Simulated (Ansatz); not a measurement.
**Which element?**

Cell vectors (Å):

```
0.0000 2.2277 2.2277
2.2277 0.0000 2.2277
2.2277 2.2277 0.0000
```

```tsv
atom	a	b	c
X	0.0000	0.0000	0.0000
N	0.2500	0.2500	0.2500
```

The calculation used LDA, all-electron LAPW in Ansatz 0.2.0, scalar-relativistic. k mesh 8×8×8, fixed occupations.

Harmonic phonons of a crystal by Kohn-Sham DFT at the given cell, standard atomic masses, acoustic sum rule imposed; negative wavenumbers are unstable modes.

```tsv
point	q a (r.l.u.)	q b (r.l.u.)	q c (r.l.u.)	branch	phonon wavenumber (cm⁻¹)
Gamma	0	0	0	4	554
L	0.5	0	0	1	137.3
L	0.5	0	0	3	341.4
L	0.5	0	0	4	577.8
L	0.5	0	0	6	699.1
X	0.5	0.5	0	1	193.1
X	0.5	0.5	0	3	347.1
X	0.5	0.5	0	4	616.9
X	0.5	0.5	0	6	689.7
```

All X atoms are one element. Which one was computed?

Ga; the crystal is GaN (F-43m, a database entry that needn't be its stable phase).

Known limits: this zinc-blende form is metastable at ambient conditions; no LO-TO term at the zone centre.
